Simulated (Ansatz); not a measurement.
Sn₂Pt:
```
CELL_PARAMETERS angstrom
      0.00000     4.17837     4.17837
      4.17837     0.00000     4.17837
      4.17837     4.17837     0.00000
ATOMIC_POSITIONS crystal
  Sn 0.62500 0.62500 0.62500
  Sn 0.12500 0.62500 0.62500
  Sn 0.62500 0.12500 0.62500
  Sn 0.62500 0.62500 0.12500
  Pt 0.25000 0.25000 0.25000
  Pt 0.00000 0.00000 0.00000
```

Relaxed with PBE. Special points in fractions of this cell's reciprocal vectors: Γ (0.000, 0.000, 0.000); X (0.500, 0.000, 0.500); U (0.625, 0.250, 0.625); K (0.375, 0.375, 0.750); L (0.500, 0.500, 0.500); W (0.500, 0.250, 0.750).

Task: List the band energies nearest the Fermi level at these points for PBE in the plane-wave PAW code Ansatz.

Result: In eV from the Fermi level; about four levels below and three above (degenerate sets whole), none deeper than 8.9 eV; points with the same levels are listed once.

```csv
k,below,above
Γ,-1.25 -1.25 -0.28 -0.28 -0.28,1.26 1.31 1.31
X,-1.49 -1.49 -1.10 -1.10,0.88 0.88 1.29 1.29
U,-1.34 -1.07 -1.00 -0.78,0.19 0.22 0.90
L,-0.98 -0.98 -0.10 -0.04,1.19 1.77 1.77
W,-0.96 -0.96 -0.82 -0.82,1.45 1.45 2.04 2.04
```

Space group Fd-3m (cubic Laves (MgCu2 type)). A made-up cell: these elements were put on the sites of a structure type; neither database checked (COD, Materials Project) lists it. COD files the formula under space group No. 225, so this cell is another polymorph or a model. Whether it is the stable phase at ambient conditions was not checked. The PBE relaxation kept the symmetry of its start; its stability against distortions is not shown here. The run is not spin-polarised. Scalar-relativistic: spin–orbit coupling is off unless named, which matters more the heavier the elements.

Potentials: the earlier of the program's two PAW sets.
